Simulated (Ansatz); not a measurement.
Ba (bcc (W type), Im-3m) under volume change, the program Ansatz at the PBE level (PAW), scaled uniformly.

```json
[
 {"V (Å³/atom)": "57.560", "E − E(relaxed) (meV/atom)": "15.3", "P (GPa)": "0.91"},
 {"V (Å³/atom)": "59.458", "E − E(relaxed) (meV/atom)": "6.5", "P (GPa)": "0.57"},
 {"V (Å³/atom)": "61.355", "E − E(relaxed) (meV/atom)": "1.6", "P (GPa)": "0.27"},
 {"V (Å³/atom)": "63.253", "E − E(relaxed) (meV/atom)": "0.0", "P (GPa)": "0.00"},
 {"V (Å³/atom)": "65.151", "E − E(relaxed) (meV/atom)": "1.4", "P (GPa)": "-0.24"},
 {"V (Å³/atom)": "67.048", "E − E(relaxed) (meV/atom)": "5.6", "P (GPa)": "-0.46"},
 {"V (Å³/atom)": "68.946", "E − E(relaxed) (meV/atom)": "12.2", "P (GPa)": "-0.65"}
]
```

What does a third-order Birch–Murnaghan fit give for V₀, B₀ and B′?

V₀ = 63.26 Å³/atom, B₀ = 8.5 GPa, B′ = 2.7.

The PBE relaxation kept the symmetry of its start. Spin–orbit coupling is left out wherever it is not named.

Potentials: the later of the program's two PAW sets.
